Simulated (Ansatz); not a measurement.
Na2Au:
```cif
data_Au4Na8
_chemical_formula_sum 'Au4 Na8'
_space_group_name_H-M_alt 'I4/mcm'
_space_group_IT_number 140
_space_group_name_Hall '-I 4 2c'
_cell_length_a 7.28908
_cell_length_b 7.28908
_cell_length_c 5.61979
_cell_angle_alpha 90.000
_cell_angle_beta 90.000
_cell_angle_gamma 90.000
loop_
_atom_site_label
_atom_site_type_symbol
_atom_site_symmetry_multiplicity
_atom_site_Wyckoff_symbol
_atom_site_fract_x
_atom_site_fract_y
_atom_site_fract_z
_atom_site_occupancy
Au1 Au 4 a 0.00000 0.00000 0.25000 1
Na1 Na 8 h 0.32589 0.17411 0.00000 1
```
(The calculation used a cell of 6 atoms; values per cell refer to that cell.)

Relaxed at zero pressure with r²SCAN in the plane-wave PAW code Ansatz.

### Question
The volume is lowered by 9 % and shape and atoms relax at that volume. What pressure results, and how do the axes share the change?

### Answer
3.0 GPa; a -3.7 %, b -3.7 %, c -1.8 %; the energy rises by 19 meV/atom.

### Question
Give the new structure.

### Answer

Space group I4/mcm (No. 140); a = 7.0172 Å, b = 7.0172 Å, c = 5.5180 Å, α = 90.00°, β = 90.00°, γ = 90.00°

| atom | site | symmetry | x | y | z |
|---|---|---|---|---|---|
| Au | 4a | 422 | 0.0000 | 0.0000 | 0.2500 |
| Na | 8h | m.2m | 0.3309 | 0.1691 | 0.0000 |

The phase is kept; no other phase was compared at this pressure.

The workflow started from an entry of the Crystallography Open Database (COD). Its standing as an ambient phase is unchecked. Symmetry was held in the r²SCAN relaxation; its stability against distortions is not shown here. Axis ratios of metals converge slowly with the k-mesh, so a and c are less sure than the volume. Spin–orbit coupling is left out wherever it is not named.

Potentials: the later of the program's two PAW sets.
